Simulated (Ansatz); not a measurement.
Ansatz (a first-principles code) input:

Ansatz 0.2 input:
```yaml
crystal:
  lattice:
    - [4.0675077954, 0.0, 0.0]
    - [0.0, 4.0675077954, 0.0]
    - [0.0, 0.0, 4.0675077954]
  atoms:
    - { symbol: Sn, position: [0.0, 0.0, 0.0] }
    - { symbol: Ru, position: [0.0, 0.5, 0.5] }
    - { symbol: Ru, position: [0.5, 0.0, 0.5] }
    - { symbol: Ru, position: [0.5, 0.5, 0.0] }
    - { symbol: C, position: [0.5, 0.5, 0.5] }
kpoints:
  mp_grid: { grid: [10, 10, 10] }
hamiltonian:
  xc: r2scan
  pseudopotentials: { azcp: { folder: ./paw }, kind: paw }
scf:
  occupations: { method: gaussian, width: 0.05 }
checkpoint: { read: metal.run }
output: { write_density: true, elf: true, volumetric_format: npy }
basis: { fft_grid_basis: typed }
```

Output (shortened):

```
Pseudopotential: Sn, paw, valence charge 14
Pseudopotential: Ru, paw, valence charge 16
Pseudopotential: C, paw, valence charge 4
Functional definition: r2SCAN
Crystal: 5 atoms, lattice volume = 67.295 Å³
Basis set: ecut = 500 eV, 1743 PW (Γ), exchange–correlation on 120×120×120 points (64 copies of the dense FFT grid, shifted against one another)
Bands: 40, of which v1, the nominal top of the filled ones, is band 33 counted from 1 (32 counted from 0)
Symmetry: 48 space group operations
Space group: Pm-3m (ITA 221), of the structure as read, at distance tolerance 4.1e-5 Å
k-points: 56 of 1000
Stability of the state it starts from, as read at its close in the unpolarized treatment …
iter 1 solved again at ethr=5.04e-8 eV; its pass at ethr=3.10e-3 eV (dr2=3.33e-5 eV) is discarded
SCF iter   1: F=—  HF=-23962.326415 eV  |F-HF|=—  |Δ(HF+E_count)|=         —  Δρ=7.54e-7  dr2=1.44e-10  dr2_τ=7.35e-11  ethr=5.04e-8  ⟨swp⟩=3.9  Hψ=14983  notcnv=0
preconditioner: auto → Kerker (q_TF=auto, 2.719 Å⁻¹)
SCF iter   2: F=-23962.326415 eV  HF=-23962.326415 eV  |F-HF|=3.64e-11  |Δ(HF+E_count)|=   5.90e-8  Δρ=3.82e-7  dr2=3.00e-11  dr2_τ=5.85e-11  ethr=1.00e-12  ⟨swp⟩=6.3  Hψ=8783  notcnv=0
SCF 1 converged in 2 iterations: F = -23962.326415 eV  dr2 = 3.00e-11
SCF converged after 2 iterations
Free energy (F): -23962.326415 eV
Harris-Foulkes:  -23962.326415 eV  (|F-HF|=3.64e-11)
Internal energy: -23962.324955 eV  (E = F + TS)
E sigma→0 (E₀):  -23962.325685 eV
Entropy (-TS):   -0.001460 eV (-0.292 meV/atom)
Fermi energy:    19.895870 eV
--- Per-component energies (eV) ---
  E_band       = -295.818250
  E_kinetic    = 1644.368782
  E_local      = -5068.007025  (includes V_loc(G=0)·N_el)
  E_nonlocal   = 1414.186445
  E_hartree    = 1878.527027
  E_xc         = -652.601724
  E_vxc        = -868.546783  (∫ρ·V_xc dr)
  E_paw        = -15062.984575  (= ΣΔE_a)
  E_vpaw       = -1236.010667  (= ΣTr[D̂ρ^β])
  E_aug_tail   = 0.001864  (compensation charges beyond the density's cutoff)
  E_vtau       = 61.135043  (kinetic-family band-sum trace: ∫τ·v_τ [+ j·A + Jᵃ·Aᵃ] dr)
  E_ewald      = -8115.593439
  E_core_change = -0.222310  (= ΣΔE_core)
  E_smearing   = -0.001460  (= −TS)
  E_closure    = 0.000000  (closes the sum)
  Σ components = -23962.326415   (vs F -23962.326415, Δ=0.00e0)
  [band-id]    e_kinetic+e_local+e_nonlocal+2·e_hartree+e_vxc+e_vpaw+e_augmentation_tail+e_vtau = -295.818286   (vs E_band -295.818250, Δ=-3.61e-5)
--- Band table (eV; the first three rows and the last of 56) ---
  k-point 0: bands = ["-55.0328", "-54.9445", "-54.9445", "-24.7136", "-24.7136", "-24.7136", "-24.0388", "-24.0388", "-24.0388", "-24.0338", "-24.0338", "-24.0338", "-2.5107", "-2.5107", "-2.5071", "-2.5071", "-2.5071", "4.8530", "9.4122", "15.1011", …
  k-point 1: bands = ["-55.0309", "-54.9464", "-54.9444", "-24.7105", "-24.7105", "-24.7082", "-24.0409", "-24.0409", "-24.0409", "-24.0394", "-24.0350", "-24.0350", "-2.5094", "-2.5073", "-2.5069", "-2.5057", "-2.5057", "4.9360", "9.4991", "15.0825", …
  k-point 2: bands = ["-55.0254", "-54.9519", "-54.9444", "-24.7022", "-24.7022", "-24.6933", "-24.0601", "-24.0490", "-24.0490", "-24.0409", "-24.0359", "-24.0359", "-2.5063", "-2.5062", "-2.5021", "-2.5021", "-2.4982", "5.1681", "9.7458", "14.7315", …
  k-point 55: bands = ["-54.9737", "-54.9737", "-54.9737", "-25.0593", "-24.4362", "-24.4362", "-24.2503", "-24.2503", "-24.2503", "-23.9028", "-23.9028", "-23.9028", "-2.5173", "-2.5173", "-2.5173", "-2.4606", "-2.4606", "8.4959", "10.9305", "11.5318", …
```

Cost: around 7 core-seconds (rough) on shared cores.

The start of the workflow was typed in or built on a structure type; neither database checked (COD, Materials Project) lists it. Its standing as an ambient phase is unchecked. Symmetry was held in the r²SCAN relaxation; whether a distortion lowers the energy is not shown. No spin polarisation was allowed. Spin–orbit coupling is left out wherever it is not named.

Potentials: the earlier of the program's two PAW sets.

Ansatz is a plane-wave DFT program.
